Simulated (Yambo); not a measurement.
Yambo run on CsNbN₂ (space group Fd-3m, No. 227). The wavefunctions come from this Quantum ESPRESSO step (PBEsol, PseudoDojo standard norm-conserving files, scalar-relativistic):

```
&CONTROL
  calculation = 'nscf'
  pseudo_dir = './pseudo'
  outdir = './out'
/
&SYSTEM
  ibrav = 0
  nat = 8
  ntyp = 3
  ecutwfc = 84.0
  ecutrho = 336.0
  occupations = 'fixed'
  force_symmorphic = .true.
  nbnd = 333
/
&ELECTRONS
  conv_thr = 8e-09
  diago_full_acc = .true.
  diago_thr_init = 1e-08
/
ATOMIC_SPECIES
N 14.0070 N.upf
Nb 92.9064 Nb.upf
Cs 132.9055 Cs.upf
CELL_PARAMETERS angstrom
  0.000000000000   4.481160000000   4.481160000000
  4.481160000000   0.000000000000   4.481160000000
  4.481160000000   4.481160000000   0.000000000000
ATOMIC_POSITIONS crystal
N   0.125000000000   0.125000000000   0.125000000000
N   0.625000000000   0.125000000000   0.125000000000
N   0.125000000000   0.125000000000   0.625000000000
N   0.125000000000   0.625000000000   0.125000000000
Nb   0.250000000000   0.250000000000   0.250000000000
Nb   0.000000000000   0.000000000000   0.000000000000
Cs   0.750000000000   0.750000000000   0.750000000000
Cs   0.500000000000   0.500000000000   0.500000000000
K_POINTS automatic
2 2 2 0 0 0
```

Yambo input:

```
rim_cut
gw0
dyson
el_el_corr
HF_and_locXC
ppa
em1d
RandQpts= 1000000
RandGvec= 1 Ry
EXXRLvcs= 84 Ry
VXCRLvcs= 336 Ry
Chimod= "HARTREE"
% BndsRnXp
 3 | 330 |
%
NGsBlkXp= 8 Ry
% LongDrXp
 1.0 | 1.0 | 1.0 |
%
PPAPntXp= 27.2114 eV
% GbndRnge
 1 | 330 |
%
GTermKind= "BG"
DysSolver= "n"
ExtendOut
% QPkrange
 1 | 1 | 32 | 33 |
 2 | 2 | 32 | 33 |
 3 | 3 | 32 | 33 |
%
```

k points by index: 1 = Γ, 2 = L, 3 = X.

The o-*.qp file then holds:

```
#    K-point    Band    Eo [eV]    E [eV]    E-Eo [eV]    Vxc [eV]    Vnlxc [eV]    Sc|Eo [eV]    Sc|E [eV]    dSc/dw|Eo [eV]    Re(Z)    Im(Z)
#
    1    32    -0.013352    -0.174191    -0.160839    -16.01150    -18.97573    2.751611    2.803396    -8.754763    0.756580    -0.001606
    1    33    1.596591    2.273182    0.676590    -15.60090    -10.29262    -4.452321    -4.631689    -7.212513    0.790477    -0.001404
    2    32    0.000000    -0.151083    -0.151083    -16.05138    -19.01729    2.766136    2.814830    -8.763444    0.756397    -0.001602
    2    33    2.090977    2.712419    0.621442    -14.83845    -9.663405    -4.393238    -4.553600    -7.020413    0.794913    -0.001390
    3    32    -0.479665    -0.719057    -0.239392    -15.45119    -18.64302    2.876818    2.952439    -8.591362    0.760033    -0.001581
    3    33    2.741712    3.326146    0.584434    -14.42356    -9.184989    -4.502542    -4.654133    -7.057218    0.794061    -0.811231E-3
```
(The two width columns are left out.) Convergence of these settings isn't established.

Spin-orbit coupling is not included.

Geometry of the Materials Project entry, not relaxed at this level.

The structure is a Materials Project entry; no match was found in the copy of COD used, and its stability was not checked.
